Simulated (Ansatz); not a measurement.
This cell of WSi$_{2}$ (MoSi2 type, space group I4/mmm) is off equilibrium:

```xyz
6
Lattice="-3.2292 3.2292 7.8672 0.0000 0.0000 7.8672 1.6146 1.6146 -3.9336" Properties=species:S:1:pos:R:3 pbc="T T T"
W      0.0114    -0.0114     0.0000
W     -1.6260     1.6260     3.9336
Si    -3.0312     3.0312    10.4995
Si    -1.8126     1.8126     6.5658
Si    -1.4166     4.6457     9.1686
Si    -1.8126     1.8126     9.1686
```

Computed with PBE (plane waves to 420 eV, PAW, scalar-relativistic; Ansatz, an electronic-structure program). k mesh 20×20×20 (Γ-centred), Fermi-Dirac smearing 0.05 eV. Stress and pressure are positive under compression. With partly filled bands, energies and forces of such displacements shift with the k mesh and the smearing. Spin-orbit coupling is left out, though W is heavy. WSi2 is run without spin polarisation. WSi2 was relaxed with its symmetry unable to fall.

Question: Predict the force on every atom, in eV/Å.

Answer: 
| atom | Fx | Fy | Fz |
|---|---|---|---|
| W1 | -1.651 | 1.651 | 0.000 |
| W2 | 1.651 | -1.651 | 0.000 |
| Si3 | -3.800 | 3.800 | 1.184 |
| Si4 | 3.800 | -3.800 | 1.184 |
| Si5 | -3.800 | 3.800 | -1.184 |
| Si6 | 3.800 | -3.800 | -1.184 |

Question: What is the stress tensor (GPa)?

Answer: 
```
   13.7     -9.7      0.0
   -9.7     13.7      0.0
    0.0      0.0     15.5
```
The pressure, a third of the trace, is 14.3 GPa.

(A displaced cell: forces are minus the slopes of the energy, force constants its curvatures, and phonons follow from these.)
